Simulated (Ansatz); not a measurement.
KF:
Space group Fm-3m (No. 225); a = b = c = 5.421 Å, α = β = γ = 90.00°

| atom | site | symmetry | x | y | z |
|---|---|---|---|---|---|
| K | 4a | m-3m | 0.0000 | 0.0000 | 0.0000 |
| F | 4b | m-3m | 0.5000 | 0.5000 | 0.5000 |
(The calculation used a cell of 2 atoms; values per cell refer to that cell.)

Relaxed with PBE.

Task: Decompose the optical modes at the zone centre into irreducible representations, and say which are infrared and Raman allowed.

Result: Point group m-3m: Γ_opt = T1u. Infrared: T1u. Raman: none.

Task: Assign frequencies (DFPT, PBE (plane waves, PAW; program Ansatz); without the LO–TO term).

Result: T1u 165 cm⁻¹.

The cell was relaxed with PBE under the symmetry of its start; phonons on a q-mesh show no instability.

Potentials: the later of the program's two PAW sets.
